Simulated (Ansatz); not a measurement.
Mg:
```
Mg
1.0
   -1.77837     1.77837     1.77837
    1.77837    -1.77837     1.77837
    1.77837     1.77837    -1.77837
Mg
1
Direct
  0.00000   0.00000   0.00000
```

Relaxed with PBEsol. Special points in fractions of this cell's reciprocal vectors: Γ (0.000, 0.000, 0.000); H (0.500, -0.500, 0.500); N (0.000, 0.000, 0.500); P (0.250, 0.250, 0.250).

Q: List the band energies nearest the Fermi level at these points for plane-wave PAW PBEsol (Ansatz code).

A: In eV from the Fermi level; about four levels below and three above (degenerate sets whole), none deeper than 8.9 eV; … stands for higher levels left out; points with the same levels are listed once.

```
k        below              above
-  -----------  -----------------
Γ        -7.05  13.13 13.13 13.13
H            –     3.88 3.88 3.88
N  -1.53 -0.93        8.68 9.45 …
P            –     1.18 1.18 1.18
```

Space group Im-3m (bcc (W type)). The workflow started from a Materials Project entry (that database holds measured and hypothetical structures alike); the Crystallography Open Database copy checked does not list it. It is not the phase usual at ambient conditions (space group No. 194). Symmetry was held in the PBEsol relaxation. At this level the phase is mechanically unstable.

Potentials: the later of the program's two PAW sets.
